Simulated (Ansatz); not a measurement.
YGaPt:
```
YGaPt
1.0
    6.92923     0.00000     0.00000
    0.00000     4.42061     0.00000
    0.00000     0.00000     7.61596
Y Ga Pt
4 4 4
Direct
  0.98707   0.25000   0.70060
  0.01293   0.75000   0.29940
  0.51293   0.75000   0.20060
  0.48707   0.25000   0.79940
  0.32413   0.25000   0.42251
  0.67587   0.75000   0.57749
  0.17587   0.75000   0.92251
  0.82413   0.25000   0.07749
  0.21933   0.25000   0.09505
  0.78067   0.75000   0.90495
  0.28067   0.75000   0.59505
  0.71933   0.25000   0.40495
```

Relaxed with r²SCAN. Special points in fractions of this cell's reciprocal vectors: Γ (0.000, 0.000, 0.000); X (0.500, 0.000, 0.000); S (0.500, 0.500, 0.000); Y (0.000, 0.500, 0.000); Z (0.000, 0.000, 0.500); U (0.500, 0.000, 0.500); R (0.500, 0.500, 0.500); T (0.000, 0.500, 0.500).

Question: List the band energies nearest the Fermi level at these points for the program Ansatz at the r²SCAN level (PAW).

Answer: In eV from the Fermi level; about four levels below and three above (degenerate sets whole), none deeper than 8.9 eV; points with the same levels are listed once.

```csv
k,below,above
Γ,-0.84 -0.55 -0.36 -0.23,0.72 1.40 1.56
X,-0.94 -0.94 -0.04 -0.04,1.07 1.07 1.30 1.30
S,-1.01 -1.01 -1.01 -1.01,0.48 0.48 0.48 0.48
Y,-0.79 -0.79 -0.03 -0.03,0.07 0.07 2.08 2.08
Z,-0.30 -0.30 -0.17 -0.17,0.69 0.69 1.15 1.15
U,-1.03 -1.03 -0.33 -0.33,0.01 0.01 0.98 0.98
R,-0.89 -0.89 -0.89 -0.89,0.62 0.62 0.62 0.62
T,-0.38 -0.38 -0.12 -0.12,1.55 1.55 2.37 2.37
```

Space group Pnma. The first step of the workflow began from a Materials Project structure, measured or hypothetical; the Crystallography Open Database copy checked does not list it. Whether it is the stable phase at ambient conditions was not checked. The cell was relaxed with r²SCAN under the symmetry of its start; whether a distortion lowers the energy is not shown. No spin polarisation was allowed. Scalar-relativistic: spin–orbit coupling is off unless named, which matters more the heavier the elements.

Potentials: the later of the program's two PAW sets.
